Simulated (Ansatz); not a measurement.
# CaHF: relaxation (Ansatz)

The input file (Ansatz 0.2.0, plane waves):

```yaml
crystal:
  lattice:
    - [3.442962, 0.0, 0.0]
    - [0.0, 3.442962, 0.0]
    - [0.0, 0.0, 6.123708]
  atoms:
    - { symbol: F, position: [0.25, 0.25, 0.6495] }
    - { symbol: F, position: [0.75, 0.75, 0.3505] }
    - { symbol: H, position: [0.75, 0.25, 0.0] }
    - { symbol: H, position: [0.25, 0.75, 0.0] }
    - { symbol: Ca, position: [0.25, 0.25, 0.1949] }
    - { symbol: Ca, position: [0.75, 0.75, 0.8051] }
  symmetry: { tolerance: 0.0003 }
kpoints:
  mp_grid: { grid: [7, 7, 4], shift: [0, 0, 0] }
magnetization:
  spin_polarized: false
scf:
  occupations: { method: cold, width: 0.1398 }
  lower_state_search: "off"
hamiltonian:
  pseudopotentials: { kind: paw }
  xc: r2scan
basis:
  ecutwfc: 500
  fft_grid_basis: typed
relax:
  max_steps: 80
  cell: { p_target: 0.0 }
  f_tol: 0.03
output:
  forces: true
  stress: true
  eigenvalues: true
  bader: true
  populations: true
  elf: true
  write_potential: true
  volumetric_format: npy
  dos:
    e_range: [-12, 8]
    de: 0.05
    projected: { site_lists: { Ca: [Ca], F: [F], H: [H] } }
  write_density: true
checkpoint:
  read: saved_state
```

Launch command:

```bash
ansatz run input.yaml --threads 2 --pin off --max-ram 2560MiB --backend cpu --events-out ev --progress --plain --runs-dir out
```

Origin of the cell: a known structure type with other elements, at an estimated volume, so it need not be a known compound.

The saved state is a converged single point of the same cell.

Steps («new basis» is an SCF on plane waves selected anew at the same cell):

```tsv
step	ΔF (meV/atom)	max force component (eV/Å)	P (GPa)	volume (Å³)	SCF iterations	step was
1	0.0	2.924	0.79	72.59	5	accepted
2	-105.3	0.539	-3.04	72.98	7	accepted
3	-128.4	0.324	-0.15	69.23	7	accepted
4	-131.8	0.059	0.11	69.33	5	accepted
5	-132.1	0.007	0.09	69.49	5	accepted
6	-132.1	0.007	-0.01	69.60	5	accepted
7	-131.8	0.006	0.01	69.60	6	new basis
```

Step 1, with forces in eV/Å:

```xyz
6
Lattice="3.443 0.000 0.000 0.000 3.443 0.000 0.000 0.000 6.124" Properties=species:S:1:pos:R:3:forces:R:3 pbc="T T T" step=1
F     0.861    0.861    3.977    0.000    0.000    0.448
F     2.582    2.582    2.146    0.000    0.000   -0.448
H     2.582    0.861    0.000    0.000    0.000    0.000
H     0.861    2.582    0.000    0.000    0.000    0.000
Ca    0.861    0.861    1.194    0.000    0.000    2.924
Ca    2.582    2.582    4.930    0.000    0.000   -2.924
```

Step 2, with forces in eV/Å:

```xyz
6
Lattice="3.453 0.000 0.000 0.000 3.453 0.000 0.000 0.000 6.121" Properties=species:S:1:pos:R:3:forces:R:3 pbc="T T T" step=2
F     0.863    0.863    4.002    0.000    0.000   -0.539
F     2.590    2.590    2.119    0.000    0.000    0.539
H     2.590    0.863    0.000    0.000    0.000    0.000
H     0.863    2.590    0.000    0.000    0.000    0.000
Ca    0.863    0.863    1.389    0.000    0.000    0.352
Ca    2.590    2.590    4.732    0.000    0.000   -0.352
```

Step 3, with forces in eV/Å:

```xyz
6
Lattice="3.386 0.000 0.000 0.000 3.386 0.000 0.000 0.000 6.038" Properties=species:S:1:pos:R:3:forces:R:3 pbc="T T T" step=3
F     0.847    0.847    3.825    0.000    0.000   -0.087
F     2.540    2.540    2.213    0.000    0.000    0.087
H     2.540    0.847    0.000    0.000    0.000    0.000
H     0.847    2.540    0.000    0.000    0.000    0.000
Ca    0.847    0.847    1.454    0.000    0.000   -0.324
Ca    2.540    2.540    4.584    0.000    0.000    0.324
```

Step 4, with forces in eV/Å:

```xyz
6
Lattice="3.414 0.000 0.000 0.000 3.414 0.000 0.000 0.000 5.948" Properties=species:S:1:pos:R:3:forces:R:3 pbc="T T T" step=4
F     0.854    0.854    3.763    0.000    0.000   -0.022
F     2.561    2.561    2.184    0.000    0.000    0.022
H     2.561    0.854    0.000    0.000    0.000    0.000
H     0.854    2.561    0.000    0.000    0.000    0.000
Ca    0.854    0.854    1.415    0.000    0.000   -0.059
Ca    2.561    2.561    4.533    0.000    0.000    0.059
```

Step 7, with forces in eV/Å:

```xyz
6
Lattice="3.430 0.000 0.000 0.000 3.430 0.000 0.000 0.000 5.917" Properties=species:S:1:pos:R:3:forces:R:3 pbc="T T T" step=7
F     0.857    0.857    3.743    0.000    0.000   -0.004
F     2.572    2.572    2.175    0.000    0.000    0.004
H     2.572    0.857    0.000    0.000    0.000    0.000
H     0.857    2.572    0.000    0.000    0.000    0.000
Ca    0.857    0.857    1.403    0.000    0.000    0.006
Ca    2.572    2.572    4.515    0.000    0.000   -0.006
```

| Property | Result |
| --- | --- |
| Free energy lowered by | 131.8 meV/atom |
| Volume change | -4.12 % |
| Final pressure | 0.01 GPa |
| Relaxation steps listed | 7 |
| Formation energy (elements under the same functional, gases as molecules, uncorrected) | -2.390 eV/atom |

Caveats: the relaxation held the start's symmetry, so the end may be a saddle point.

Time: 45 s of wall time on 2 CPU thread(s) of a shared host, from a saved density.
